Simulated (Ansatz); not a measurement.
Input:

SiC2:
```xyz
6
Lattice="3.1563 0.0000 0.0000 0.0000 3.1563 0.0000 0.0000 0.0000 6.8701" Properties=species:S:1:pos:R:3 pbc="T T T"
Si     0.0000     0.0000     1.7175
Si     0.0000     0.0000     5.1526
C      0.0000     1.5781     0.6814
C      1.5781     0.0000     4.1164
C      0.0000     1.5781     6.1887
C      1.5781     0.0000     2.7537
```

This is the PBEsol-relaxed structure.

Question: All from plane-wave PAW PBEsol (Ansatz code), unless another level is named. Estimate the bulk modulus (Birch–Murnaghan fit).

Answer: 162 GPa.

Question: Give the highest zone-centre frequency.

Answer: 1499 cm⁻¹.

Space group P4_2/mmc. The start of the workflow was typed in or built on a structure type; neither database checked (COD, Materials Project) lists it. Whether it is the stable phase at ambient conditions was not checked. The cell was relaxed with PBEsol under the symmetry of its start; whether a distortion lowers the energy is not shown. Its formation energy is positive at this level, so the cell may be metastable or incomplete. As this level gives no gap, phonon frequencies hold no LO–TO term and depend on the k-mesh and smearing (Fermi–Dirac, 0.1 eV here).

Potentials: the later of the program's two PAW sets.
